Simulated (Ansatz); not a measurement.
Clamped-ion strain scan in Sn₃Se

The calculation used DFT PBE, scalar-relativistic, plane waves, PAW (Ansatz 0.2.0). Settings: plane waves to 420 eV, k-mesh 12×12×12 (Γ-centred), Gaussian smearing 0.15 eV. No spin polarisation. Energies are free energies at this smearing, counted from the undisturbed cell; pressure is positive in compression.

Zero of the scan (relaxed at this level; with this scan's settings it stands at 0.1 GPa; it needn't be the usual structure):

```
Sn Se
1.0
     0.00000    3.72795    3.72795
     3.72795    0.00000    3.72795
     3.72795    3.72795    0.00000
Sn Se
3 1
Cartesian
  1.8640 1.8640 1.8640
  5.5919 5.5919 5.5919
  3.7280 3.7280 3.7280
  0.0000 0.0000 0.0000
```

The cell is strained by ε times the Voigt pattern (0, 0, 0, 1, 0, 0) (xx, yy, zz, yz, xz, xy; engineering shear) with fractional coordinates fixed. The cell is metallic on the mesh throughout.

| ε | ΔE (meV/atom) | stress summed along the pattern (GPa, tension positive) | pressure (GPa) |
| --- | --- | --- | --- |
| -0.0200 | 0.3 | -0.21 | 0.2 |
| -0.0100 | 0.1 | -0.10 | 0.1 |
| 0.0000 | 0.0 | 0.00 | 0.1 |
| 0.0050 | 0.0 | 0.05 | 0.1 |
| 0.0075 | 0.0 | 0.08 | 0.1 |
| 0.0125 | 0.1 | 0.13 | 0.1 |
| 0.0150 | 0.2 | 0.15 | 0.1 |
| 0.0175 | 0.3 | 0.18 | 0.2 |

By symmetry 0.0200 repeats -0.0200, -0.0150 repeats 0.0150, 0.0100 repeats -0.0100, -0.0050 repeats 0.0050 in energy, with the opposite slope along the path.

Cost: 8 runs of about 8.5 core-minutes in all, on Intel Xeon Processor @ 2.70GHz (shared hosts).